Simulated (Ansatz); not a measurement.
Relaxed-ion elastic tensor of Ge in space group P6_3/mmc (No. 194; Ge on 4f) in GPa (Voigt order), DFT-PBEsol in the program Ansatz with PAW potentials; density 5.29 g/cm³, 22.82 Å³ per atom.

```json
[
 {"": "1", "1": "136", "2": "38.4", "3": "25.4", "4": "0.0", "5": "0.0", "6": "0.0"},
 {"": "2", "1": "38.4", "2": "136", "3": "25.4", "4": "0.0", "5": "0.0", "6": "0.0"},
 {"": "3", "1": "25.4", "2": "25.4", "3": "157", "4": "0.0", "5": "0.0", "6": "0.0"},
 {"": "4", "1": "0.0", "2": "0.0", "3": "0.0", "4": "38.3", "5": "0.0", "6": "0.0"},
 {"": "5", "1": "0.0", "2": "0.0", "3": "0.0", "4": "0.0", "5": "38.3", "6": "0.0"},
 {"": "6", "1": "0.0", "2": "0.0", "3": "0.0", "4": "0.0", "5": "0.0", "6": "48.8"}
]
```

Problem. Is the crystal mechanically stable?

Solution. Yes: the smallest eigenvalue of C is 38.3 GPa.

Problem. Work out the Voigt, Reuss and Hill averages.

Solution. K_V = 67.5, K_R = 67.5, K_H = 67.5; G_V = 47.7, G_R = 46.0, G_H = 46.9 GPa.

Problem. Give Young's modulus, Poisson's ratio, Pugh's ratio and the universal anisotropy index.

Solution. E = 9KG/(3K + G) = 114 GPa; ν = 0.22; K/G = 1.44 (brittle by the Pugh limit of 1.75); A_U = 5G_V/G_R + K_V/K_R − 6 = 0.19.

Problem. Estimate the sound speeds and the Debye temperature.

Solution. v_l = √((K + 4G/3)/ρ) = 4960 m/s, v_t = √(G/ρ) = 2980 m/s, mean 3290 m/s; Θ = (h/k)(3n/4πV)^(1/3) v_m = 346 K.

Problem. How much does each axis shrink under pressure?

Solution. Linear compressibilities β_i = Σ_j S_ij (j = 1 to 3): x 5.0, y 5.0, z 4.7 per TPa.

The workflow started from a Materials Project entry (that database holds measured and hypothetical structures alike); the Crystallography Open Database copy checked does not list it. It is not the phase usual at ambient conditions (space group No. 227). The PBEsol relaxation kept the symmetry of its start; of distortions, only those at the zone centre were tested. As this level gives no gap, shear constants depend on the k-mesh and smearing (Fermi–Dirac, 0.1 eV here).

Potentials: the earlier of the program's two PAW sets.
